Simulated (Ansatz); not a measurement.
Structure from Materials Project entry mp-1064508 (possibly hypothetical), not relaxed further.

Input and log of a run on K₃Pd: DFT, PBE, all-electron PAW with datasets made for the crystal, scalar-relativistic (Ansatz 0.2.0).

```yaml
crystal:
  lattice:
    - [5.445013, 0.0, 0.0]
    - [0.0, 5.445013, 0.0]
    - [0.0, 0.0, 5.445013]
  atoms:
    - { symbol: K, position: [0.5, 0.5, 0.0] }
    - { symbol: K, position: [0.5, 0.0, 0.5] }
    - { symbol: K, position: [0.0, 0.5, 0.5] }
    - { symbol: Pd, position: [0.0, 0.0, 0.0] }
kpoints:
  mp_grid: { grid: [6, 6, 6] }
  band_path:
    path:
      - [0.0, 0.0, 0.0]
      - [0.0, 0.5, 0.0]
      - [0.5, 0.5, 0.0]
      - [0.0, 0.0, 0.0]
      - [0.5, 0.5, 0.5]
      - [0.0, 0.5, 0.0]
      - [0.5, 0.5, 0.5]
      - [0.5, 0.5, 0.0]
    npoints: 8
scf:
  occupations: { method: fermi_dirac, width: 0.05 }
hamiltonian:
  xc: pbe
  pseudopotentials: { kind: all_electron, datasets: crystal }
output:
  forces: true
  stress: true
  eigenvalues: true
  efg: { contact_densities: true }
```

What the program printed:

```
hamiltonian.pseudopotentials.datasets: crystal makes datasets for this crystal and solves the spheres of its atoms anew in each pass: cutoff 240.0 eV, the density's 960.0 eV; for an error of 0.50 meV an atom under PBE, 2.0 meV for the cell; an energy difference from a run of another recipe may be off by several times the error for the cell, under r2SCAN by more, where some 0.1 meV an atom stays at smaller errors; K in spheres of 1.376 Å, 9 of its electrons in bands; Pd in spheres of 1.376 Å, 10 of its electrons in bands, 8 on its site; only band paths and densities of states list, in semicore columns, the levels of the semicore shells that are solved separately: 4s of Pd, 4p of Pd
Pd: output.efg is read without spin–orbit coupling, which moves field gradients at and beside such atoms by some per cent and up to a factor of two; PAW files take it under magnetization.noncollinear and magnetization.spin_orbit
Engine: ansatz 0.2.0
Pseudopotentials: kind: all_electron
Pseudopotential: K, paw, valence charge 9, recommended cutoff 240 eV (normal), Koelling and Harmon's equation, gaussian nucleus
Pseudopotential: Pd, paw, valence charge 18, recommended cutoff 240 eV (normal), Koelling and Harmon's equation, gaussian nucleus
Functional definition: PBE
  parameter kappa = 0.804
  parameter beta = 0.06672455060314922
  exchange = pbe_x(kappa = kappa, mu = beta*pi^2/3)
  correlation = pbe_c(beta = beta)
Crystal: 4 atoms, lattice volume = 161.435 Å³
Basis set: ecut = 240 eV, 1357 PW (Γ), exchange–correlation on 60×60×60 points (8 copies of the dense FFT grid, shifted against one another)
Bands: 23, of which v1, the nominal top of the filled ones, is band 19 counted from 1 (18 counted from 0)
Symmetry: 48 space group operations
Space group: Pm-3m (ITA 221), of the structure as read, at distance tolerance 5.4e-5 Å
k-points: 20 of 216
Non-local potential: K, projectors of the file, l = 0: 2, l = 1: 2, l = 2: 2
Non-local potential: Pd, projectors of the file, l = 0: 1, l = 1: 1, l = 2: 2
PAW form: soft (Blöchl's): semilocal exchange-correlation on the pseudo side does not see the compensation charge
PAW one-centre angular grid: K, 110 points (default); XC on its mesh's 1971 points in the sphere
PAW one-centre angular grid: Pd, 590 points (default); XC on its mesh's 1877 points in the sphere
Initial density: superposition of atomic densities (neutral atoms: chi_scale 0, normalization atom)
Initial wavefunctions: pseudopotential atomic-orbital guess
Functional: x = pbe(κ = 0.804, μ = 0.2195149727645171), c = pbe(β = 0.06672455060314922)
iter 1 solved again at ethr=1.16e-2 eV; its pass at ethr=1.00e-1 eV (dr2=4.28e0 eV) is discarded
SCF iter   1: F=—  HF=-186460.776594 eV  |F-HF|=—  |Δ(HF+E_count)|=         —  Δρ=2.66e-2  dr2=4.24e0  ethr=1.16e-2  ⟨swp⟩=3.1  Hψ=2382  notcnv=0
preconditioner: auto → Kerker (q_TF=auto, 2.134 Å⁻¹)  [metal: Δε(μ)=0.109 eV  Ē_g=11.220 eV  σ=0.050 eV  W_gap=0.49  n_scr=26 (ndim 8)  ℏωp=16.3 eV  f_vac=0.000  D(μ)=2.36/eV (n_scr^D=6)]
SCF iter   2: F=—  HF=-186460.071178 eV  |F-HF|=—  |Δ(HF+E_count)|=   7.05e-1  Δρ=1.21e-2  dr2=1.22e0  ethr=1.15e-2  ⟨swp⟩=3.1  Hψ=982  notcnv=0
SCF iter   3: F=—  HF=-186459.797114 eV  |F-HF|=—  |Δ(HF+E_count)|=   2.74e-1  Δρ=6.81e-3  dr2=4.05e-1  ethr=3.30e-3  ⟨swp⟩=3.6  Hψ=1196  notcnv=0  defer=7
SCF iter   4: F=—  HF=-186459.752005 eV  |F-HF|=—  |Δ(HF+E_count)|=   4.51e-2  Δρ=1.10e-2  dr2=2.60e-1  ethr=1.09e-3  ⟨swp⟩=4.7  Hψ=1231  notcnv=0  defer=3
SCF iter   5: F=—  HF=-186459.730766 eV  |F-HF|=—  |Δ(HF+E_count)|=   2.12e-2  Δρ=4.67e-3  dr2=8.34e-2  ethr=7.03e-4  ⟨swp⟩=4.2  Hψ=1097  notcnv=0
SCF iter   6: F=—  HF=-186459.731115 eV  |F-HF|=—  |Δ(HF+E_count)|=   3.49e-4  Δρ=5.02e-3  dr2=7.29e-2  ethr=2.25e-4  ⟨swp⟩=2.4  Hψ=858  notcnv=0  defer=1
iter 7 solved again at ethr=9.63e-6 eV; its pass at ethr=1.97e-4 eV (dr2=3.56e-3 eV) is discarded
SCF iter   7: F=—  HF=-186459.723811 eV  |F-HF|=—  |Δ(HF+E_count)|=   7.30e-3  Δρ=1.03e-3  dr2=2.72e-3  ethr=9.63e-6  ⟨swp⟩=3.6  Hψ=2063  notcnv=0
eigensolver tolerance schedule: the retry pair's looser diagonalisation over-reported the residual by 0.31 of it (diagonalisation noise at 0.33 of the residual, at the tolerance the schedule requests for it); recorded, not acted on — ethr = c·dr2/N_el stays at c = 1.0e-1
SCF iter   8: F=—  HF=-186459.723562 eV  |F-HF|=—  |Δ(HF+E_count)|=   2.49e-4  Δρ=1.10e-4  dr2=2.51e-5  ethr=7.35e-6  ⟨swp⟩=3.2  Hψ=948  notcnv=0
SCF iter   9: F=—  HF=-186459.723584 eV  |F-HF|=—  |Δ(HF+E_count)|=   2.14e-5  Δρ=3.67e-5  dr2=4.29e-6  ethr=6.78e-8  ⟨swp⟩=4.5  Hψ=1102  notcnv=0
SCF iter  10: F=—  HF=-186459.723584 eV  |F-HF|=—  |Δ(HF+E_count)|=   7.79e-7  Δρ=7.93e-6  dr2=2.14e-7  ethr=1.16e-8  ⟨swp⟩=3.0  Hψ=975  notcnv=0
SCF iter  11: F=—  HF=-186459.723584 eV  |F-HF|=—  |Δ(HF+E_count)|=   1.79e-7  Δρ=7.37e-6  dr2=1.74e-7  ethr=5.80e-10  ⟨swp⟩=4.0  Hψ=1046  notcnv=0
SCF iter  12: F=-186459.723584 eV  HF=-186459.723584 eV  |F-HF|=6.23e-9  |Δ(HF+E_count)|=   8.06e-9  Δρ=1.57e-6  dr2=9.91e-9  ethr=4.71e-10  ⟨swp⟩=3.0  Hψ=901  notcnv=0
SCF 1 converged in 12 iterations: F = -186459.723585 eV  dr2 = 9.91e-9
  Residual-converged pass: ⟨swp⟩=4.9  Hψ=1096  notcnv=0  max |occ|·‖R‖ = 6.6e-6 eV (tolerance 6.7e-6 eV)  dr2=5.94e-9  dr2_onsite=7.63e-10  max |Δocc| = 2.4e-10
  greatest PAW one-centre occupation: 0.987 electrons in one spin orbital (limit 2), on the K atom at site 2 (counted from 0), in its partial waves of l = 0
NSCF: frozen V_eff on 57 k-points
SCF converged after 12 iterations
Free energy (F): -186459.723585 eV
Harris-Foulkes:  -186459.723585 eV  (|F-HF|=6.23e-9)
Internal energy: -186459.703348 eV  (E = F + TS)
E sigma→0 (E₀):  -186459.713466 eV
Entropy (-TS):   -0.020237 eV (-5.059 meV/atom)
Past the cutoff: the bands carry plane waves up to 1.75 times it, of which those up to 1.5 times it add -0.000235 eV an atom, each by itself; the spheres take 0.000218 eV an atom off the energy for waves past 1.75 times it
By the cutoff:   a pressure is off by up to 0.005 GPa (1.2 times the spheres' own share and the shells' term, over an atom's volume, and 0.004 GPa: a bound that held against runs at twice the plane waves)
Past the cutoffs: a stress includes 0.0008 GPa for waves and charges beyond them, in addition to the slope of what the spheres take
In the spheres:  the bands' charges fall short by 8.8e-7 e at most (sound up to 1e-3), those of shells solved beside the bands by 3.1e-7 e (sound up to 5e-4)
Fermi energy:    5.125452 eV
--- Per-component energies (eV) ---
  The terms above E_closure are by the made datasets' own strengths, without shells solved beside the bands.
--- Forces (eV/Å), atoms counted from 1 ---
  atom   1  K      0.00000000     0.00000000     0.00000000
  atom   2  K      0.00000000    -0.00000000    -0.00000000
  atom   3  K      0.00000000    -0.00000000    -0.00000000
  atom   4  Pd    -0.00000000     0.00000000     0.00000000
  max |Σ_I F_I| component: 5.09e-29 eV/Å
--- Stress (GPa, compression-positive) ---
       -0.008266      -0.000000       0.000000
       -0.000000      -0.008266       0.000000
        0.000000       0.000000      -0.008266
  P = ⅓ Tr σ = -0.0083 GPa (-0.083 kbar)
  It holds what live shells' own plane waves past their cutoff add
--- PAW observables at the nuclei: V_zz in 10²¹ V/m², potentials from the cell's mean, atoms counted from 1 ---
  atom   1  K  V_zz =    +1.887833   η = 0.0000   by run symmetry: allowed
            electrostatic potential = -2061.783406 V   contact ρ = 34811.570456 e/Å³
  atom   2  K  V_zz =    +1.887833   η = 0.0000   by run symmetry: allowed
            electrostatic potential = -2061.783406 V   contact ρ = 34811.570449 e/Å³
  atom   3  K  V_zz =    +1.887833   η = 0.0000   by run symmetry: allowed
            electrostatic potential = -2061.783406 V   contact ρ = 34811.570447 e/Å³
  atom   4  Pd V_zz =    +0.000000   η = 0.0000   by run symmetry: forbidden
            electrostatic potential = -7240.671721 V   contact ρ = 865660.105905 e/Å³
--- Band table (eV; the first three rows and the last of 20) ---
  k-point 0: bands = ["-26.6212", "-26.5694", "-26.5694", "-10.2826", "-10.2826", "-10.2826", "-10.0141", "-10.0141", "-10.0141", "-9.9697", "-9.9697", "-9.9697", "2.3816", "3.8615", "3.8615", "4.0086", "4.0086", "4.0086", "5.3739", "7.9021", "7.9021"]
  k-point 1: bands = ["-26.6181", "-26.5724", "-26.5694", "-10.2730", "-10.2730", "-10.2676", "-10.0184", "-10.0184", "-10.0159", "-9.9908", "-9.9755", "-9.9755", "2.5505", "3.8814", "3.8940", "4.0139", "4.0147", "4.0147", "5.3419", "6.9520", "7.7956"]
  k-point 2: bands = ["-26.6102", "-26.5803", "-26.5693", "-10.2513", "-10.2513", "-10.2276", "-10.0428", "-10.0323", "-10.0323", "-10.0195", "-9.9844", "-9.9844", "3.0196", "3.9208", "3.9667", "4.0246", "4.0273", "4.0273", "4.8815", "6.5685", "7.6281"]
  k-point 19: bands = ["-26.5863", "-26.5863", "-26.5863", "-10.4577", "-10.1759", "-10.1759", "-10.1759", "-10.0562", "-10.0562", "-9.9188", "-9.9188", "-9.9188", "3.8684", "3.8684", "3.8684", "4.1363", "4.1363", "4.4629", "6.5833", "6.6896", "6.6896"]
```

Spin polarisation is left out, and whether a magnetic state lies lower isn't shown here.
